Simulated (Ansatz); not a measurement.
## Notes on POs2Br

```yaml
crystal:
  lattice:
    - [1.92582, 3.33561, 0.00000]
    - [-1.92582, 3.33561, 0.00000]
    - [0.00000, -2.22374, 6.41207]
  atoms:
    - { symbol: Os, position: [0.23728, 0.23728, 0.71184] }
    - { symbol: Os, position: [0.76272, 0.76272, 0.28816] }
    - { symbol: Br, position: [0.00000, 0.00000, 0.00000] }
    - { symbol: P, position: [0.50000, 0.50000, 0.50000] }
```

The numbers come from plane-wave PAW DFT (Ansatz): r2SCAN, no spin polarisation, 500 eV, 10×10×10 Γ-centred k points, fermi-dirac occupations (width 0.1 eV). Nothing was relaxed.

(1) What happens at the Fermi level?

(2) Is the cell too large or too small?

(3) Is it stable against the elements?

(4) Where is the largest force?

(5) Which element gives electrons and which takes them?

Origin: a known structure type with other elements, at an estimated volume, so it need not be a known compound. Caveats: many states at the Fermi level without spin polarisation, so a magnetic state may lie lower; atoms or cell far from equilibrium.

Results:

(1) It is a metal, with about 7.2 states/eV a cell as the mean within 0.25 eV of the Fermi level, mostly Os d (87 %).

(2) The pressure is -24.4 GPa (compression positive), so with the atoms held at these fractions the cell would first shrink; the forces are large, so a full relaxation may end otherwise.

(3) 1.45 eV an atom against the elements' usual phases (free molecules for gases, crystals otherwise, with no correction for O₂ or N₂), so at this geometry it isn't bound against them. Relaxing would lower it.

(4) The largest is on Os1 (and as large on other atoms): 4.24 eV/Å, components (0.00, 0.00, -4.24). It makes 59° with the line to a nearest neighbour, P4 at 2.61 Å.

(5) Bader charges in e: P -0.29, Os +0.36, Br -0.44. In the mean Os gives up most and Br takes most.
